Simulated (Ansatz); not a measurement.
NaTaO$_{3}$:
```
CELL_PARAMETERS angstrom
      5.48498     0.00000     0.00000
      0.00000     5.48498     0.00000
      0.00000     0.00000     3.95405
ATOMIC_POSITIONS crystal
  Na 0.00000 0.50000 0.50000
  Na 0.50000 0.00000 0.50000
  Ta 0.00000 0.00000 0.00000
  Ta 0.50000 0.50000 0.00000
  O  0.69961 0.19961 0.00000
  O  0.30039 0.80039 0.00000
  O  0.80039 0.69961 0.00000
  O  0.19961 0.30039 0.00000
  O  0.00000 0.00000 0.50000
  O  0.50000 0.50000 0.50000
```

Relaxed with PBEsol. Special points in fractions of this cell's reciprocal vectors: Γ (0.000, 0.000, 0.000); X (0.000, 0.500, 0.000); M (0.500, 0.500, 0.000); Z (0.000, 0.000, 0.500); R (0.000, 0.500, 0.500); A (0.500, 0.500, 0.500).

Q: List the band energies nearest the valence-band maximum at these points for DFT-PBEsol with spin–orbit coupling in the program Ansatz with PAW potentials.

A: In eV from the valence-band maximum; about four levels below and three above (degenerate sets whole), none deeper than 8.9 eV; points with the same levels are listed once.

| k | below | above |
|---|---|---|
| Γ | -0.56 -0.56 -0.52 -0.52 | 2.17 2.17 2.32 2.32 |
| X | -0.59 -0.59 -0.59 -0.59 | 3.70 3.70 3.70 3.70 |
| M | -0.71 -0.71 -0.71 -0.71 | 2.44 2.44 2.44 2.44 |
| Z | -0.01 -0.01 0.00 0.00 | 2.67 2.67 5.05 5.05 |
| R | -0.45 -0.45 -0.45 -0.45 | 4.74 4.74 4.74 4.74 |
| A | -0.07 -0.07 -0.07 -0.07 | 4.90 4.90 4.90 4.90 |

Space group P4/mbm. The first step of the workflow began from a Materials Project structure, measured or hypothetical; the Crystallography Open Database files this formula in space group No. 127, but the cells were not matched. Whether it is the stable phase at ambient conditions was not checked. The PBEsol relaxation kept the symmetry of its start; whether a distortion lowers the energy is not shown. No spin polarisation was allowed.

Potentials: the later of the program's two PAW sets.
